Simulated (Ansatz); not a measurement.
**Notes on BSe**

```yaml
crystal:
  lattice:
    - [1.67809, 2.90654, 0.00000]
    - [-1.67810, 2.90654, 0.00000]
    - [0.00000, 0.00000, 8.71817]
  atoms:
    - { symbol: B, position: [0.00000, 0.00000, 0.50000] }
    - { symbol: B, position: [0.33330, 0.33340, 0.00000] }
    - { symbol: Se, position: [0.00000, 0.00000, 0.00000] }
    - { symbol: Se, position: [0.33330, 0.33340, 0.50000] }
```

Method: PBE, no spin polarisation; PAW, plane waves to 420 eV, 12×12×4 Γ-centred mesh, fermi-dirac occupations (width 0.1 eV) (Ansatz 0.2.0), atoms fixed.

Task: Is it stable against the elements?

Result: 0.99 eV an atom against the elements' usual phases (free molecules for gases, crystals otherwise, with no correction for O₂ or N₂), so at this geometry it isn't bound against them. Relaxing would lower it.

Task: Is the cell too large or too small?

Result: The pressure is 2.1 GPa (compression positive), so with the atoms held at these fractions the cell would first expand. The principal stresses -0.2, 3.2, 3.2 GPa differ, so its shape would change too.

Task: How is the charge shared?

Result: Bader charges in e: B +0.87, Se -0.87. In the mean B gives up most and Se takes most.

Task: Is there a gap?

Result: It is a metal, with about 2.3 states/eV a cell as the mean within 0.25 eV of the Fermi level, mostly B p (51 %), B s (17 %) and Se p (16 %).

Origin: a known structure type with other elements, at an estimated volume, so it need not be a known compound. Caveats: many states at the Fermi level without spin polarisation, so a magnetic state may lie lower.
